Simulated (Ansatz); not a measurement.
Values for one crystal, relaxed and computed with r²SCAN+D4 in the plane-wave PAW code Ansatz; other levels are named.

Volume per atom: 9.00 Å³
Band gap: 4.01 eV (indirect)
Static dielectric constant ε0 (ions relaxed, cell fixed): 6.15 (xx), 2.97 (yy), 6.18 (zz)
Elastic constants (relaxed ions, GPa): C11 = 914, C22 = 33.3, C33 = 920, C12 = 2.3, C13 = 199, C23 = -7.0, C44 = -3.5, C55 = 359, C66 = 10.6
Smallest direct gap on the standard path: 5.18 eV
Conduction-band minimum: at T (k = 0.000, 0.500, 0.500 in fractions of the reciprocal vectors)
Formation energy from the elements (no fitted shifts): -1.38 eV/atom

Question: Which of these materials gives this?
(A) Si2MoN4, P6_3/mmc (Mo on 2c, N on 4f, Si on 4f, N on 4e)
(B) CdSiN2, R-3m (Cd on 3b, Si on 3a, N on 6c)
(C) BN, Fmm2 (B on 4a, N on 4a)
(D) BAs, Pnma (B on 4c, As on 4c)

Answer: C, BN, Fmm2 (B on 4a, N on 4a)

The first step of the workflow began from a Materials Project structure, measured or hypothetical; the Crystallography Open Database copy checked does not list it. It is not the phase usual at ambient conditions (space group No. 186, 194, 216). Symmetry was held in the r²SCAN+D4 relaxation. At this level the phase is mechanically unstable. The references are the lowest solids computed at this level, not always the standard phases (solids in place of the gases).

Potentials: the earlier of the program's two PAW sets. The files were generated under PBE; for other functionals the program regenerates the frozen cores, and for LDA and PBEsol the local potential too.
